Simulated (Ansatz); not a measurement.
SiSe2 (fluorite or antifluorite type, Fm-3m) under volume change, DFT-PBE in the program Ansatz with PAW potentials, scaled uniformly.

```tsv
V (Å³/atom)	E − E(relaxed) (meV/atom)	P (GPa)
19.601	36.6	6.62
20.247	15.3	4.02
20.894	3.6	1.85
21.540	0.0	0.00
22.186	3.3	-1.58
22.832	12.4	-2.91
23.478	26.5	-4.02
```

What does a third-order Birch–Murnaghan fit give for V₀, B₀ and B′?

V₀ = 21.54 Å³/atom, B₀ = 56.7 GPa, B′ = 4.6.

A made-up cell: these elements were put on the sites of a structure type; neither database checked (COD, Materials Project) lists it. COD files the formula under space group No. 72, so this cell is another polymorph or a model. Its standing as an ambient phase is unchecked. The cell was relaxed with PBE under the symmetry of its start; whether a distortion lowers the energy is not shown.

Potentials: the later of the program's two PAW sets.
